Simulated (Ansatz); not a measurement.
ZrRh, in the lowest of the structures calculated here: Pnma (No. 62), oP8; a = 6.056 Å, b = 4.440 Å, c = 5.251 Å, α = β = γ = 90.00°; Zr 4c (0.175, 0.250, 0.141); Rh 4c (0.047, 0.250, 0.668). Calculation: PBEsol (plane waves to 420 eV, PAW, scalar-relativistic; Ansatz, an electronic-structure program). Element references, the lowest calculated here: Zr (P6/mmm, not the ambient form), Rh (Fm-3m).

Total energies (eV/atom, σ → 0; comparable only within this code, potentials and settings):

```
phase          E (eV/atom)
-------------  -----------
ZrRh (Pnma)      -5234.496
Zr (P6/mmm)      -4128.645
Rh (Fm-3m)       -6338.746
ZrRh3 (Pm-3m)    -5786.915
```

What is the formation energy of this Pnma form of ZrRh from the elements?

E_f = -5234.496 − [1 × (-4128.645) + 1 × (-6338.746)] / 2 = -0.80 eV/atom (-1.6 eV per formula unit).

Is it stable against the other phases calculated?

Yes: the most favourable decomposition, ZrRh → 0.33 ZrRh3 + 0.67 Zr (ZrRh3 Pm-3m, Zr P6/mmm), costs 0.34 eV/atom.

Over what range of chemical potentials is ZrRh stable among the phases calculated here? Give the corners of its window as Δμ = μ − μ(element).


| in equilibrium with | Δμ(Rh) (eV) | Δμ(Zr) (eV) |
|---|---|---|
| Zr | -1.60 | 0.00 |
| ZrRh3 | -0.59 | -1.01 |

At every corner Σ nΔμ equals the formation energy, about -1.6 eV per formula unit; the corners carry the error of several atoms' energies, a few 0.01 eV.

This is the hull of the energies calculated here, no anion corrections; phases that were not calculated are missing from it. Values are rounded to 0.01 eV/atom. The compounds carry no spin polarisation.
